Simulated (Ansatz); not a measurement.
GaSb in space group P6_222 (No. 180; Ga on 3d, Sb on 3c), the program Ansatz at the PBE level (PAW), all energies at zero smearing, with the estimated change up to a 700 eV cutoff added, with one set of potentials and settings (totals compare only within such a set). Cell of 6 atoms (3 Ga, 3 Sb): -30802.675 eV.

| element | reference phase | E (eV/atom) |
|---|---|---|
| Ga | Cmce, 4 atoms in the cell | -3783.0209 |
| Sb | R-3m, 2 atoms in the cell | -6484.4916 |

Formation energy per atom, worked out: (-30802.675 − 3×(-3783.0209) − 3×(-6484.4916))/6 = -0.023 eV/atom (-2 kJ per mol of atoms), at 0 K, without zero-point energy or fitted corrections.

The start of the workflow was typed in or built on a structure type; neither database checked (COD, Materials Project) lists it. It is not the phase usual at ambient conditions (space group No. 216). The PBE relaxation kept the symmetry of its start; whether a distortion lowers the energy is not shown. The references are the lowest solids computed at this level, not always the standard phases. Spin–orbit coupling is left out wherever it is not named.

Potentials: the later of the program's two PAW sets.
